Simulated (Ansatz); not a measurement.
The start is a generated cell, CrI3 built in the AFLOW prototype A3B_hP4_191_bc_a (as in Li3N). The structure is fully relaxed (lattice and positions, P = 0) with PBEsol (plane waves to 420 eV, PAW, scalar-relativistic; Ansatz, a first-principles code). The first steps use a coarse 5×5×4 k-mesh.

Starting cell:
```
CELL_PARAMETERS angstrom
      5.31826     0.00000     0.00000
     -2.65913     4.60574     0.00000
      0.00000     0.00000     5.63218
ATOMIC_POSITIONS crystal
  I  0.00000 0.00000 0.50000
  I  0.33333 0.66667 0.00000
  I  0.66667 0.33333 0.00000
  Cr 0.00000 0.00000 0.00000
```
Spin-polarised start, with parallel moments on Cr.

Task: By how much does the energy per atom fall from start to end?

Result: 0.02 eV/atom.

Task: How does the volume change?

Result: -1.5 %, from 34.49 to 33.96 Å³/atom.

Task: How do the shortest distances between atoms change?

Result: The closest pairs of elements (up to four, under 3.6 Å), start → end: Cr–I 2.82 → 2.67 Å; I–I 3.07 → 3.13 Å.

Task: What band gap does the relaxed structure have at this level?

Result: No gap (metallic).

Task: What magnetic moments remain?

Result: Net 0.86 μB/atom, ferromagnetic.

Task: Give the final cell and atomic positions.

Result: 
```cif
data_CrI3
_chemical_formula_sum 'I3 Cr1'
_space_group_name_H-M_alt 'P6/mmm'
_space_group_IT_number 191
_space_group_name_Hall '-P 6 2'
_cell_length_a 5.41778
_cell_length_b 5.41778
_cell_length_c 5.34335
_cell_angle_alpha 90.000
_cell_angle_beta 90.000
_cell_angle_gamma 120.000
loop_
_atom_site_label
_atom_site_type_symbol
_atom_site_symmetry_multiplicity
_atom_site_Wyckoff_symbol
_atom_site_fract_x
_atom_site_fract_y
_atom_site_fract_z
_atom_site_occupancy
I1 I 1 b 0.00000 0.00000 0.50000 1
I2 I 2 c 0.33333 0.66667 0.00000 1
Cr1 Cr 1 a 0.00000 0.00000 0.00000 1
```

The space group stays P6/mmm (No. 191) (the run could not lower it); the end is AFLOW prototype A3B_hP4_191_bc_a (as in Li3N), with 4 atoms in the primitive magnetic cell. Final values are on a 10×10×9 k-mesh of the relaxed cell. Spin state reached: ferromagnetic (net 0.86 μB/atom), from parallel starting moments; other spin orders were not run from this start.

The run could not lower the symmetry of its start; a shaken copy of this end point relaxes with PBEsol to Pmc2₁ (No. 26), 0.28 eV/atom lower.

The relaxed structure here is a generated cell of CrI3: the first start was made by placing the elements on the sites of a structure type, and the end was not matched to a known phase here, so it may be hypothetical. Known forms of CrI3 include space group No. 148.
